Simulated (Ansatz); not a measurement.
Clean, relaxed (101) surface of TiAl, space group P4/mmm (No. 123) (top face towards +c; atoms held fixed, by place in the list: 1, 2, 3, 4):

```
CELL_PARAMETERS angstrom
2.79516 0.00000 0.00000
0.00000 4.91165 0.00000
0.00000 0.00000 23.89519
ATOMIC_POSITIONS crystal
Ti 0.00000 0.32386 0.35572
Al 0.50000 0.82386 0.35572
Ti 0.00000 0.64772 0.45191
Al 0.50000 0.14772 0.45191
Ti 0.00000 0.97146 0.54756
Al 0.50000 0.47129 0.54845
Ti 0.00000 0.28469 0.64114
Al 0.50000 0.78279 0.64670
```

All numbers below come from Ansatz 0.2.0, DFT PBEsol, scalar-relativistic, plane waves, PAW. Settings: cutoff 420 eV, Γ-centred mesh 10×6×1 on the computed 8-atom cell, Gaussian smearing of 0.10 eV; no spin polarisation. The cell repeats along c with a dipole correction in the vacuum.

E_ads counts from the clean slab and the free adsorbate (spin-polarised where it has unpaired electrons); negative means bound. With the adsorbate the cell is lengthened along c to keep the vacuum.

(1) C (atom) is put at the top (Al) at (0.50, 0.78) site, one adsorbate per 13.7 Å². What structure does it relax to?

Each end is the local minimum or symmetric point that its start leads to. The slab is only 6.9 Å thick, so the energies aren't converged with thickness.

Answers

(1) E_ads = -6.82 eV. Contacts: C–Ti 1.88 Å, C–Al 1.92 Å.

```yaml
crystal:
  lattice:
    - [2.79516, 0.00000, 0.00000]
    - [0.00000, 4.91165, 0.00000]
    - [0.00000, 0.00000, 25.89519]
  atoms:
    - { symbol: Ti, position: [0.00000, 0.32386, 0.32825] }
    - { symbol: Al, position: [0.50000, 0.82386, 0.32825] }
    - { symbol: Ti, position: [0.00000, 0.64772, 0.41700] }
    - { symbol: Al, position: [0.50000, 0.14772, 0.41700] }
    - { symbol: Ti, position: [0.00000, 0.96726, 0.50633] }
    - { symbol: Al, position: [0.50000, 0.47474, 0.50572] }
    - { symbol: Ti, position: [0.00000, 0.31330, 0.59764] }
    - { symbol: Al, position: [0.50000, 0.81630, 0.59710] }
    - { symbol: C, position: [0.50000, 0.47945, 0.63457] }
```